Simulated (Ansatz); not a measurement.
Ca2C in the antifluorite structure, relaxed with r2SCAN in the plane-wave code Ansatz. It is cubic, Fm-3m (No. 225); conventional cell a = 6.257 Å, 20.42 Å³ an atom. Around C lie 8 Ca at 2.71 Å; around Ca lie 4 C at 2.71 Å.

The axes x, y and z are those of this cell:
```xyz
3
Lattice="0.0000 3.1286 3.1286 3.1286 0.0000 3.1286 3.1286 3.1286 0.0000" Properties=species:S:1:pos:R:3 pbc="T T T"
C     0.0000    0.0000    0.0000
Ca    1.5643    1.5643    1.5643
Ca    4.6929    4.6929    4.6929
```

Unstrained: With r2SCAN the gap is 0.413 eV and direct, at X. HSE06 gives a direct gap of 0.825 eV at X. Meshes: r2SCAN 8×8×8, HSE06 6×6×6. Strains are changes of length per length. After each strain the atoms were relaxed again with r2SCAN within the symmetry that the strain leaves, so tilts or polar shifts that break it weren't tested; points keep the names that they have in the unstrained zone. Values at 0 K without nuclear motion; spin polarisation is off, and the phase may be a hypothetical one.

Task: For epitaxial -2.38 % in the xy plane, how far does the free direction move, and what happens to the gap?

Result: The normal strain at zero normal stress is +0.35 %, 0.15 of the in-plane strain with the sign turned. r2SCAN: the gap goes from 0.413 to 0.211 eV (-0.202 eV). HSE06: the gap goes from 0.825 to 0.618 eV (-0.207 eV).

Task: Estimate what epitaxial +1.09 % in the plane normal to [111], free normal strain -1.17 % does to the gap.

Result: r2SCAN: the gap goes from 0.413 to 0.401 eV (-0.012 eV). HSE06: the gap goes from 0.825 to 0.811 eV (-0.014 eV). The r2SCAN energy rises by 1.2 meV an atom.

Task: Apply isotropic +2.46 % on every length. How far does the gap move, against the unstrained cell?

Result: r2SCAN: the gap goes from 0.413 to 0.492 eV (+0.079 eV). HSE06: the gap goes from 0.825 to 0.889 eV (+0.064 eV). The r2SCAN energy rises by 18.7 meV an atom.

The meshes of the hybrids are coarse, so their gaps aren't converged to the digits shown.
